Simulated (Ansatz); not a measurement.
## Computed properties of SrScHO$_{2}$

SrScHO₂:
```
SrScHO2
1.0
    4.11296     0.00000     0.00000
    0.00000     4.11296     0.00000
    0.00000     0.00000     3.83722
Sr Sc O H
1 1 2 1
Cartesian
  2.05648   2.05648   1.91861
  0.00000   0.00000   0.00000
  2.05648   0.00000   0.00000
  0.00000   2.05648   0.00000
  0.00000   0.00000   1.91861
```

Space group P4/mmm (No. 123); conventional cell a = b = 4.1130 Å, c = 3.8372 Å, α = β = γ = 90.00°.

Method: r²SCAN (plane waves, PAW; program Ansatz). Structure relaxed to zero pressure with the same functional. Other levels are named where they apply.

### Cell and energy

```json
{
  "volume_per_atom": "12.98 Å³",
  "density": "4.24 g/cm³",
  "Formation energy from the elements (no fitted shifts)": "-2.66 eV/atom"
}
```

### Electronic structure

```json
{
 "band_gap": "2.89 eV (indirect)",
 "valence_band_maximum": "at Z",
 "conduction_band_minimum": "at R (2 equivalent valleys)",
 "smallest_direct_gap_on_the_standard_path": "3.31 eV",
 "electron_effective_mass": "0.29, 0.88, 1.3 mₑ (principal values)",
 "Electron effective mass with spin–orbit coupling": "0.29, 0.88, 1.3 mₑ (principal values)",
 "hole_effective_mass": "0.31, 1.0, 1.0 mₑ (principal values)",
 "Hole effective mass with spin–orbit coupling": "0.31, 1.0, 1.0 mₑ (principal values)",
 "HSE06 gap on the r²SCAN cell": "3.73 eV",
 "Gap with spin–orbit coupling": "2.89 eV"
}
```

### Mechanics

```json
{
 "Bulk modulus (Birch–Murnaghan fit)": "112 GPa",
 "Pressure derivative B′": "4.2",
 "Elastic constants (relaxed ions, GPa)": "C11 = 290, C12 = 91.9, C13 = 34.5, C33 = 191, C44 = 55.8, C66 = 99.5",
 "mechanical_stability": "stable (all eigenvalues of C positive)",
 "hill_bulk_and_shear_moduli": "117 and 79.1 GPa",
 "Young's modulus": "194 GPa",
 "Poisson's ratio": "0.22",
 "debye_temperature_from_the_elastic_constants": "606 K"
}
```

### Charges

```json
{
  "bader_charges": "Sr +1.60, Sc +1.98, O -1.45, H -0.70 e"
}
```

The start of the workflow was typed in or built on a structure type; neither database checked (COD, Materials Project) lists it. Its standing as an ambient phase is unchecked. The cell was relaxed with r²SCAN under the symmetry of its start; whether a distortion lowers the energy is not shown. No spin polarisation was allowed. The references are the lowest solids computed at this level, not always the standard phases (solids in place of the gases). Spin–orbit coupling is left out wherever it is not named.

Potentials: the earlier of the program's two PAW sets.
